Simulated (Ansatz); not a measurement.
**Stress against strain in HfB2**

```xyz
3
Lattice="3.1400 0.0000 0.0000 -1.5700 2.7193 0.0000 0.0000 0.0000 3.4800" Properties=species:S:1:pos:R:3 pbc="T T T"
Hf    0.0000    0.0000    0.0000
B     0.0000    1.8129    1.7400
B     1.5700    0.9064    1.7400
```

Atom numbers follow the list: Hf1, B2, B3.

The cell comes from COD entry 1510711, which wasn't checked; take it as a given geometry.

Spin–orbit coupling is left out, though it moves levels of the heavy atoms by tenths of an eV or more.

The calculation used Ansatz 0.2.0, DFT, PBEsol, all-electron LAPW, scalar-relativistic.

Settings: a Γ-centred 13×13×11 k mesh, Fermi–Dirac smearing of 0.05 eV, basis error target 0.5 meV/atom, no spin polarisation.

The strain is applied along the Cartesian axes of the cell as listed (the other components stay zero). Fractional coordinates are held (clamped ions).

σ is the change of stress from the unstrained cell, which is at -4.31 GPa; tension is positive, so slopes are stress–strain coefficients at that pressure. In a metal the k mesh adds noise.

Only quantities that a quadratic follows smoothly over the whole series are listed; rougher ones are left out.

```csv
εxx = εyy,σzz (GPa),σxx (GPa)
-0.0300,-8.00,-22.36
-0.0100,-2.41,-6.82
0.0000,0.00,0.00
0.0100,2.19,6.24
0.0200,4.22,11.90
0.0300,6.07,17.07
```

Question: Fit the series and read off the stiffness at zero strain.

Answer: Least-squares fits y = p0 + p1 x + p2 x² to the rows give σzz (GPa): p1 = 234, p2 = -1100; σxx (GPa): p1 = 656, p2 = -2900. So C13 + C23 = 234 GPa and C11 + C12 = 656 GPa, for these axes.

Question: One run, at εxx = εyy = -0.0200, is withheld. Predict its row.

Answer: The fits give -5.11, -14.31; the run gave -5.06, -14.26.
